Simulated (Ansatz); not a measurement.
NaF in the rocksalt structure, relaxed with r2SCAN, was run in Ansatz 0.2.0 under altered settings. All numbers are computed, without spin polarisation but where a row says otherwise.

```
CELL_PARAMETERS angstrom
0.00000 2.29717 2.29717
2.29717 0.00000 2.29717
2.29717 2.29717 0.00000
ATOMIC_POSITIONS crystal
Na 0.00000 0.00000 0.00000
F 0.50000 0.50000 0.50000
```

The base run's other keys:
```yaml
kpoints:
  mp_grid: { grid: [4, 4, 4] }
hamiltonian:
  xc: hse06
scf:
  occupations: { method: fixed }
  n_extra_bands: 4
```

It takes 12 iterations with 459 plane waves at 420 eV and 8 k points, and leaves a mean stress of +1.51 GPa. The gap over this mesh is 8.636 eV. It ran on 4 threads of Arm Neoverse N1, on a shared host.

Outcomes, with energy and stress as changes against the base:
```
                                    setting    outcome  ΔF (meV/atom)  Δ mean stress (GPa)  gap on the mesh (eV)  iterations  wall time
PBE hybrid, exx coeff 0.2, omega 0.2078 1/Å  converged              –                 +0.4                 8.194          12      3.2 s
   PBE hybrid, exx coeff 0.2, omega 0.5 1/Å  converged              –                 +0.5                 7.579          11      3.2 s
                  hamiltonian.xc: cam_b3lyp  converged              –                 -1.9                11.840          12      3.9 s
   PBE hybrid, exx coeff 0.1, omega 0.3 1/Å  converged              –                 +1.3                 7.207          11      3.1 s
            scf.mixing.preconditioner: none  converged            0.0                  0.0                 8.636          12      3.4 s
```
A dash marks a value that wasn't obtained or can't be compared. Stress is positive in compression. The base took 3.2 s.

- PBE hybrid, exx coeff 0.2, omega 0.2078 1/Å. That is 20 % exact exchange, screened with ω = 0.2078 1/Å, against HSE06's 25 % screened at 0.208 1/Å. The mean stress moves by +0.4 GPa and the gap on the mesh by -0.442 eV (to 8.194). Totals of different functionals aren't comparable.
- PBE hybrid, exx coeff 0.2, omega 0.5 1/Å. That is 20 % exact exchange, screened with ω = 0.5 1/Å, against HSE06's 25 % screened at 0.208 1/Å. The mean stress moves by +0.5 GPa and the gap on the mesh by -1.057 eV (to 7.579). Totals of different functionals aren't comparable.
- hamiltonian.xc: cam_b3lyp. The mean stress moves by -1.9 GPa and the gap on the mesh by +3.204 eV (to 11.840). It's another functional on the same cell, so totals aren't comparable.
- PBE hybrid, exx coeff 0.1, omega 0.3 1/Å. That is 10 % exact exchange, screened with ω = 0.3 1/Å, against HSE06's 25 % screened at 0.208 1/Å. The mean stress moves by +1.3 GPa and the gap on the mesh by -1.429 eV (to 7.207). Totals of different functionals aren't comparable.

Within 1 meV an atom, 0.1 GPa and 0.005 eV of the base stay: scf.mixing.preconditioner: none.

The program warns that its thresholds are loose for a hybrid's stress.

The meshes of the hybrids are coarse, so their gaps aren't converged to the digits shown.
